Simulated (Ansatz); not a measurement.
PbSe:
```xyz
4
Lattice="0.0000 6.6215 3.0853 3.0853 0.0000 3.0853 3.0853 6.6215 0.0000" Properties=species:S:1:pos:R:3 pbc="T T T"
Pb     3.0853     1.8841     3.0319
Pb     3.0853    11.3588     3.0319
Se     3.0853     8.5718     3.0338
Se     3.0853     4.6711     3.0338
```

Relaxed with r²SCAN+D4.

Task: Map the electron localisation function on the plane through (0.134, 0.849, 0.151) spanned by u = [1, -1, 1] and v = [-1, 1, 1] in lattice vectors, from plane-wave PAW r²SCAN+D4 (Ansatz code).

Result: x is the fraction of u, y of v (the angle between them is 90°; rows are the nearest grid lines); atoms in the plane: Pb at (0.00, 0.00), Pb at (0.50, 0.50), Pb at (0.22, 0.50), Pb at (0.72, 0.00), Se at (0.01, 0.50), Se at (0.51, 0.00), Se at (0.21, 0.00), Se at (0.71, 0.50).
```
y \ x   0.000  0.100  0.175  0.275  0.375  0.450  0.550  0.625  0.725  0.825  0.900   1.00
------  -----  -----  -----  -----  -----  -----  -----  -----  -----  -----  -----  -----
1.00    0.005  0.369  0.489  0.821  0.113  0.800  0.658  0.279  0.004  0.475  0.523  0.005
0.935   0.040  0.351  0.674  0.817  0.098  0.820  0.739  0.268  0.050  0.441  0.511  0.040
0.839   0.399  0.189  0.745  0.711  0.046  0.746  0.723  0.158  0.400  0.183  0.271  0.399
0.774   0.219  0.074  0.414  0.263  0.022  0.313  0.374  0.076  0.221  0.046  0.066  0.219
0.677   0.766  0.260  0.259  0.337  0.055  0.337  0.228  0.366  0.765  0.124  0.226  0.766
0.613   0.774  0.495  0.413  0.457  0.141  0.458  0.389  0.618  0.789  0.299  0.496  0.774
0.548   0.285  0.607  0.240  0.460  0.214  0.373  0.335  0.712  0.373  0.418  0.619  0.285
0.452   0.286  0.607  0.240  0.460  0.214  0.373  0.335  0.712  0.372  0.418  0.619  0.286
0.387   0.774  0.495  0.413  0.457  0.141  0.458  0.389  0.618  0.789  0.299  0.495  0.774
0.323   0.766  0.260  0.259  0.337  0.055  0.337  0.228  0.366  0.765  0.124  0.227  0.766
0.226   0.219  0.074  0.414  0.263  0.022  0.313  0.374  0.076  0.221  0.046  0.066  0.219
0.161   0.399  0.189  0.745  0.711  0.046  0.746  0.723  0.158  0.400  0.183  0.271  0.399
0.0645  0.041  0.351  0.674  0.817  0.098  0.820  0.740  0.268  0.050  0.441  0.510  0.041
0.000   0.005  0.369  0.489  0.821  0.113  0.800  0.658  0.279  0.004  0.475  0.523  0.005
```

The density is the valence pseudo-density with augmentation charge, so density and ELF within about 1 Å of a nucleus are not all-electron values.

Space group I4/mmm. The first step of the workflow began from a Materials Project structure, measured or hypothetical; the Crystallography Open Database copy checked does not list it. It is not the phase usual at ambient conditions (space group No. 225). The r²SCAN+D4 relaxation kept the symmetry of its start; whether a distortion lowers the energy is not shown. Spin–orbit coupling is left out wherever it is not named.

Potentials: the later of the program's two PAW sets.
